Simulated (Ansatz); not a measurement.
AlCo3B:
```yaml
crystal:
  lattice:
    - [3.74261, 0.00000, 0.00000]
    - [0.00000, 3.74261, 0.00000]
    - [0.00000, 0.00000, 3.74261]
  atoms:
    - { symbol: Al, position: [0.00000, 0.00000, 0.00000] }
    - { symbol: Co, position: [0.00000, 0.50000, 0.50000] }
    - { symbol: Co, position: [0.50000, 0.00000, 0.50000] }
    - { symbol: Co, position: [0.50000, 0.50000, 0.00000] }
    - { symbol: B, position: [0.50000, 0.50000, 0.50000] }
```
The run is spin-polarised; directions of the spins, atom by atom: 0 ↑ ↑ ↑ 0.

Relaxed with r²SCAN.

### Question
Map the electron localisation function on the plane through (0.000, 0.000, 0.000) spanned by u = [1, 0, 0] and v = [0, 1, 1] in lattice vectors, from the program Ansatz at the r²SCAN level (PAW).

### Answer
x is the fraction of u, y of v (the angle between them is 90°; rows are the nearest grid lines); atoms in the plane: Al at (0.00, 0.00), Co at (0.00, 0.50), B at (0.50, 0.50).
```
|93003665444456630039|
|10014665444456641001|
|00035665444456653000|
|11356665444456665311|
|66776554444445567766|
|66665554444445556666|
|44445555555555554444|
|22234566777766543222|
|33223578888887532233|
|54322589888898522345|
|76432588633688523467|
|98643586200268534689|
|98643586200268534689|
|76432588633688523467|
|54322589888898522345|
|33223578888887532233|
|22234566777766543222|
|44445555555555554444|
|66665554444445556666|
|66776554444445567766|
|11356665444456665311|
|00035665444456653000|
|10014665444456641001|
|93003665444456630039|
```
Scale: ten equal steps from 0.021 (start of '0') to 0.719 (end of '9'), in the order '0123456789'; x runs from 0.000 to 1.00, y from 0.000 (bottom) to 1.00 (top).

The density is the valence pseudo-density with augmentation charge, so density and ELF within about 1 Å of a nucleus are not all-electron values.

Space group Pm-3m (anti-perovskite). The start of the workflow was typed in or built on a structure type; neither database checked (COD, Materials Project) lists it. Its standing as an ambient phase is unchecked. The r²SCAN relaxation kept the symmetry of its start; whether a distortion lowers the energy is not shown. The final state is ferromagnetic, chosen from 4 collinear starts compared on coarse meshes (ties went to the first, and starts can fall back to one state), not a proven ground state. The volume moved by -15 % from the start of the relaxation. Other orbital occupations within this spin state were not tried.

Potentials: the earlier of the program's two PAW sets.
